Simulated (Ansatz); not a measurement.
Here is the system:

HfC:
```
HfC
1.0
    2.88709     0.00000     0.00000
    0.00000     2.88709     0.00000
    0.00000     0.00000     2.88709
Hf C
1 1
Direct
  0.00000   0.00000   0.00000
  0.50000   0.50000   0.50000
```

This is the r²SCAN-relaxed structure.

Problem. All from r²SCAN in the plane-wave PAW code Ansatz, unless another level is named. Give the electronic character.

Solution. metallic (no gap).

Problem. Next, the formation energy from the elements (no fitted shifts)?

Solution. 386 meV/atom.

Problem. Give the density of states at the Fermi level.

Solution. 0.89 states/eV per atom (mean over ±0.08 eV).

Problem. Predict the gap with spin–orbit coupling.

Solution. none (metallic).

Space group Pm-3m (CsCl type). A made-up cell: these elements were put on the sites of a structure type; neither database checked (COD, Materials Project) lists it. It is not the phase usual at ambient conditions (space group No. 225). Symmetry was held in the r²SCAN relaxation. At this level the phase is mechanically unstable. No spin polarisation was allowed. The references are the lowest solids computed at this level, not always the standard phases. Spin–orbit coupling is left out wherever it is not named.

Potentials: the later of the program's two PAW sets.
